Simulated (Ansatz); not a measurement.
## TiO$_{2}$: do energies and stresses tell the same story?

Theory: DFT PBE+U, scalar-relativistic, plane waves, PAW in Ansatz 0.2.0.

Plane waves to 420 eV, a k mesh through Γ of 8×8×8 on the computed 6-atom cell and Gaussian smearing (0.02 eV); U_eff Ti 4.00 eV on the d shells (Löwdin-orthogonalised atomic orbitals); no spin polarisation.

Relaxed cell: I4_1/amd, a = 3.818 Å, b = 3.818 Å, c = 9.776 Å, α = 90.00°, β = 90.00°, γ = 90.00°, 6 atoms in the primitive cell.

Energies at zero smearing and pressures from the stress tensor, at volumes with shape and atoms relaxed:
```json
{"V (Å³/atom)": "10.450", "E − E(first) (meV/atom)": "0.00", "P (GPa)": "25.71"}
{"V (Å³/atom)": "10.806", "E − E(first) (meV/atom)": "-48.88", "P (GPa)": "18.46"}
{"V (Å³/atom)": "11.162", "E − E(first) (meV/atom)": "-82.13", "P (GPa)": "11.64"}
{"V (Å³/atom)": "11.518", "E − E(first) (meV/atom)": "-101.11", "P (GPa)": "5.53"}
{"V (Å³/atom)": "11.875", "E − E(first) (meV/atom)": "-107.13", "P (GPa)": "0.01"}
{"V (Å³/atom)": "12.231", "E − E(first) (meV/atom)": "-101.66", "P (GPa)": "-4.86"}
{"V (Å³/atom)": "12.587", "E − E(first) (meV/atom)": "-86.01", "P (GPa)": "-9.13"}
{"V (Å³/atom)": "13.062", "E − E(first) (meV/atom)": "-51.60", "P (GPa)": "-13.93"}
```

Problem. Check P = −dE/dV between neighbouring volumes, and get the bulk modulus from the pressures alone.

Solution. With 1 eV/Å³ = 160.2 GPa:
```json
{"middle V (Å³/atom)": "10.628", "−ΔE/ΔV (GPa)": "21.982", "mean P (GPa)": "22.086"}
{"middle V (Å³/atom)": "10.984", "−ΔE/ΔV (GPa)": "14.955", "mean P (GPa)": "15.052"}
{"middle V (Å³/atom)": "11.340", "−ΔE/ΔV (GPa)": "8.537", "mean P (GPa)": "8.585"}
{"middle V (Å³/atom)": "11.696", "−ΔE/ΔV (GPa)": "2.705", "mean P (GPa)": "2.766"}
{"middle V (Å³/atom)": "12.053", "−ΔE/ΔV (GPa)": "-2.459", "mean P (GPa)": "-2.427"}
{"middle V (Å³/atom)": "12.409", "−ΔE/ΔV (GPa)": "-7.039", "mean P (GPa)": "-6.993"}
{"middle V (Å³/atom)": "12.825", "−ΔE/ΔV (GPa)": "-11.605", "mean P (GPa)": "-11.527"}
```

The two differ by 0.10 GPa at most. The mean of two end pressures misses the average over a step by about ΔV² P″/12, up to 0.07 GPa here; with that taken off 0.05 GPa remains, from the finite cutoff, the mesh or the relaxation's tolerance. Around V = 11.875 Å³/atom, the two neighbours give B = −V ΔP/ΔV = 11.875 × 10.39 / 0.712 = 173.1 GPa, against B0 = 170.6 GPa from the Birch–Murnaghan fit of the energies.

A ferromagnetic start lost its moments in a first run, so spin was left out; other magnetic orders weren't tried.